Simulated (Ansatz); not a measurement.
Se:
```yaml
crystal:
  lattice:
    - [2.78455, 0.00000, 0.00000]
    - [0.00000, 2.78455, 0.00000]
    - [0.00000, 0.00000, 2.78455]
  atoms:
    - { symbol: Se, position: [0.00000, 0.00000, 0.00000] }
```

Relaxed with PBEsol.

### Question
List the phonon frequencies at the special points (DFPT on a 5×5×5 q-mesh, Fourier-interpolated; PBEsol in the plane-wave PAW code Ansatz).

### Answer
In cm⁻¹.

```csv
q,frequencies
Γ,0 0 0
X,81 81 113
M,118 126 126
R,194 194 194
```

Space group Pm-3m (simple cubic). The workflow started from a Materials Project entry (that database holds measured and hypothetical structures alike); the Crystallography Open Database copy checked does not list it. It is not the phase usual at ambient conditions (space group No. 152). Symmetry was held in the PBEsol relaxation; its stability against distortions is not shown here. As this level gives no gap, phonon frequencies hold no LO–TO term and depend on the k-mesh and smearing (Fermi–Dirac, 0.1 eV here).

Potentials: the earlier of the program's two PAW sets. The files were generated under PBE; for other functionals the program regenerates the frozen cores, and for LDA and PBEsol the local potential too.
